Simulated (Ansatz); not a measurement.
Input:

PtSe2:
```yaml
crystal:
  lattice:
    - [3.71669, 0.00000, 0.00000]
    - [-1.85834, 3.21875, 0.00000]
    - [0.00000, 0.00000, 5.82668]
  atoms:
    - { symbol: Pt, position: [0.00000, 0.00000, 0.00000] }
    - { symbol: Se, position: [0.66667, 0.33333, 0.77502] }
    - { symbol: Se, position: [0.33333, 0.66667, 0.22498] }
```

This is the r²SCAN-relaxed structure. x, y and z are the axes in which the lattice vectors are written.

Question: All from DFT-r²SCAN in the program Ansatz with PAW potentials, unless another level is named. Estimate the smallest direct gap on the standard path.

Answer: 0.86 eV.

Question: What about the formation energy from the elements (no fitted shifts)?

Answer: -0.46 eV/atom.

Question: Predict the valence-band maximum.

Answer: off the standard path, at k = (0.000, 0.117, 0.049).

Space group P-3m1 (CdI2 type). The cell was relaxed with r²SCAN under the symmetry of its start. No spin polarisation was allowed. A crystal of weakly bound layers computed without a dispersion correction: the cell and the soft elastic constants depend strongly on that. The references are the lowest solids computed at this level, not always the standard phases. Spin–orbit coupling is left out wherever it is not named.

Potentials: the earlier of the program's two PAW sets.
